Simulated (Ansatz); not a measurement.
A generator proposed this cell of Ca2YS6.

```xyz
9
Lattice="0.0000 5.4350 5.4350 5.4350 0.0000 5.4350 5.4350 5.4350 0.0000" Properties=species:S:1:pos:R:3 pbc="T T T"
Ca    2.7175    2.7175    2.7175
Ca    8.1526    8.1526    8.1526
Y     0.0000    0.0000    0.0000
S     2.7175    5.4350    5.4350
S     8.1526    5.4350    5.4350
S     5.4350    2.7175    5.4350
S     5.4350    8.1526    5.4350
S     5.4350    5.4350    2.7175
S     5.4350    5.4350    8.1526
```

These are results of DFT PBE, scalar-relativistic, plane waves, PAW in Ansatz, not measurements. Cutoff 420 eV; k points 4×4×4 on the computed 9-atom cell (Γ-centred); Gaussian smearing, width 0.10 eV; no spin polarisation.

The zero of energy is the elements' standard structures at the same level; no fitted shifts are applied.

Question: How far from equilibrium is it?

Answer: The pressure is -6.9 GPa (it wants to contract), the largest force is 0.01 eV/Å, and the energy is −0.30 eV/atom against the elements. The shortest distance is 2.72 Å.

Question: How much does it gain on relaxing, and where does it end?

Answer: Relaxing gains about 0.45 eV/atom (the start's value is from the coarse mesh, so the gain is rough) in 10 ionic steps and ends at −0.75 eV/atom on the finer mesh. The symmetry stays Fm-3m (No. 225). The volume per atom shrinks by 36.2 %, from 35.7 to 22.8 Å³. The shortest distance goes from 2.72 Å (Y–S) to 2.58 Å (Y–S). Conventional cell: a = 9.360 Å. Ca has 12 S at 3.32 Å; Y has 6 S at 2.58 Å; S has 1 Y at 2.58 Å, 4 S at 2.97 Å and 4 Ca at 3.32 Å.

The last run used an 8×8×8 mesh for its 9-atom cell and Gaussian smearing of 0.10 eV. An odd number of electrons in the primitive cell allows no gap without spin; a larger cell or a magnetic state could open one. The cell is a metal run without spin; a magnetic state may lie lower. The reference form of S is held partly by dispersion forces, which this level lacks. The relaxation can't lower the symmetry of the start. A structure relaxed within its symmetry needn't be a true minimum.
